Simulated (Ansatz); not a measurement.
EuHg2:
```
EuHg2
1.0
    5.00628     0.00000     0.00000
   -2.50314     4.33557     0.00000
    0.00000     0.00000     3.68582
Eu Hg
1 2
Cartesian
  0.00000   0.00000   0.00000
  0.00000   2.89038   1.84291
  2.50314   1.44519   1.84291
```
The run is spin-polarised; directions of the spins, atom by atom: ↑ 0 0.

Relaxed with r²SCAN.

Question: Give the Bader charges and basin volumes of the independent atoms, DFT-r²SCAN in the program Ansatz with PAW potentials.

Answer: 

```json
[
 {"atom": "Eu1", "Bader charge (e)": "+1.32", "Bader volume (Å³)": "21.4"},
 {"atom": "Hg2", "Bader charge (e)": "-0.66", "Bader volume (Å³)": "29.3"}
]
```

Space group P6/mmm. The workflow started from an entry of the Crystallography Open Database (COD). Whether it is the stable phase at ambient conditions was not checked. The r²SCAN relaxation kept the symmetry of its start; its stability against distortions is not shown here. Spin order of the final state: ferromagnetic, the only order run, not a proven ground state. The cell computed holds one magnetic atom, so no antiferromagnetic order was within reach. The 4f shell is in the valence, and the state reached may lie above the lowest one. Other orbital occupations within this spin state were not tried. No Hubbard U is applied. Spin–orbit coupling is left out wherever it is not named.

Potentials: the later of the program's two PAW sets.
